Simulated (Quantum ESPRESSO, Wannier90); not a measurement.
## Tight-binding from DFT: GaP (zinc blende)

```xyz
2
Lattice="0.0000 2.7258 2.7258 2.7258 0.0000 2.7258 2.7258 2.7258 0.0000" Properties=species:S:1:pos:R:3 pbc="T T T"
Ga     0.0000     0.0000     0.0000
P     -1.3629    -1.3629    -1.3629
```

Materials Project entry mp-2490; symmetrised, unrelaxed at this level. COD (Crystallography Open Database) has an entry of this formula and space group (matched by these alone). Computed values, not measurements, from LDA: Quantum ESPRESSO (norm-conserving PseudoDojo potentials, cutoff 64 Ry, no spin polarisation, no spin-orbit coupling) on a Γ-centred 10×10×10 mesh, then Wannier90. Density: 10×10×10 mesh, cold smearing 0.01 Ry.

The plane-wave run has 20 bands and 18 electrons a cell. On the energy scale of pw.x, whose zero is arbitrary, the valence-band maximum lies at 7.35 eV.

Isolated groups of bands, relative to the valence-band maximum (bands from 10 on overlap up to the last one computed):

```csv
bands,from (eV),to (eV),filling,weight on atomic waves
1–5,-14.82,-14.58,filled,Ga 3d 99 %
6,-12.51,-9.42,filled,"P 3s 53 %, Ga 4p 25 %, Ga 4s 15 %"
7–9,-6.85,0.00,filled,"P 3p 60 %, Ga 4p 23 %, Ga 4s 12 %"
```

Input w.win, without the blocks of cell, atoms and k-points (1000 lines):

```
num_bands = 15
num_wann = 8
exclude_bands = 1-5
num_iter = 800
conv_tol = 1.0e-6
conv_window = 4
dis_num_iter = 1000
dis_conv_tol = 1.0e-6
dis_froz_max = 15.68
write_hr = true
write_u_matrices = true
begin projections
Ga: s;p
P: s;p
end projections
mp_grid = 10 10 10
```

wannier90.x stops with:
```
dis_windows: More states in the frozen window than target WFs
```
At some k-point more bands lie below dis_froz_max than there are Wannier functions, and every frozen state has to fit into the subspace. Mended as below, all else unchanged, the run goes through (Ω_I = 12.0 Å²) and follows the plane-wave bands to 8.0 meV rms (states up to 2.5 eV relative to the valence-band maximum).
```
dis_froz_max = 10.30
```
